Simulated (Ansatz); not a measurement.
Computed properties of BaMg2FeH8

BaMg₂FeH₈:
Space group P-3m1 (No. 164); a = b = 4.533 Å, c = 6.911 Å, α = β = 90.00°, γ = 120.00°

| atom | site | symmetry | x | y | z |
|---|---|---|---|---|---|
| Ba | 1b | -3m. | 0.0000 | 0.0000 | 0.5000 |
| Mg | 2d | 3m. | 0.3333 | 0.6667 | 0.1111 |
| Fe | 1a | -3m. | 0.0000 | 0.0000 | 0.0000 |
| H | 6i | .m. | 0.3195 | 0.1597 | 0.1353 |
| H | 2d | 3m. | 0.3333 | 0.6667 | 0.3876 |

Space group P-3m1 (No. 164); conventional cell a = 4.5330 Å, b = 4.5330 Å, c = 6.9106 Å, α = 90.00°, β = 90.00°, γ = 120.00°.

Method: DFT-r²SCAN in the program Ansatz with PAW potentials. Geometry: relaxed at this level of theory. Other levels are named where they apply.

**Cell and energy**

```
Property                                                      Result
-----------------------------------------------------  -------------
Volume per atom                                             10.25 Å³
Density                                                   3.37 g/cm³
Formation energy from the elements (no fitted shifts)  -0.44 eV/atom
```

**Electronic structure**

```
Property                                                                           Value
------------------------------------------------  --------------------------------------
Band gap                                                              1.92 eV (indirect)
Valence-band maximum                                                                at L
Conduction-band minimum                                      at M (3 equivalent valleys)
Smallest direct gap on the standard path                                         2.08 eV
Electron effective mass                           0.60, 0.88, 0.99 mₑ (principal values)
Electron effective mass with spin–orbit coupling  0.60, 0.88, 1.00 mₑ (principal values)
Hole effective mass                                   2.3, 5.7, 14 mₑ (principal values)
Hole effective mass with spin–orbit coupling          2.3, 5.5, 13 mₑ (principal values)
HSE06 gap on the r²SCAN cell                                                     3.52 eV
Gap with spin–orbit coupling                                                     1.92 eV
```

**Mechanics**

```
Item                                   Value
----------------------------------  --------
Bulk modulus (Birch–Murnaghan fit)  553 kbar
Pressure derivative B′                   3.9
```

**Charges**

```
Item                                                      Value
-------------  ------------------------------------------------
Bader charges  Ba +1.48, Mg +1.68, Fe +0.14, H -0.77 to -0.57 e
```

The first step of the workflow began from a Materials Project structure, measured or hypothetical; the Crystallography Open Database copy checked does not list it. Whether it is the stable phase at ambient conditions was not checked. The cell was relaxed with r²SCAN under the symmetry of its start; its stability against distortions is not shown here. The run is not spin-polarised. The references are the lowest solids computed at this level, not always the standard phases (solids in place of the gases). Spin–orbit coupling is left out wherever it is not named.

Potentials: the later of the program's two PAW sets.
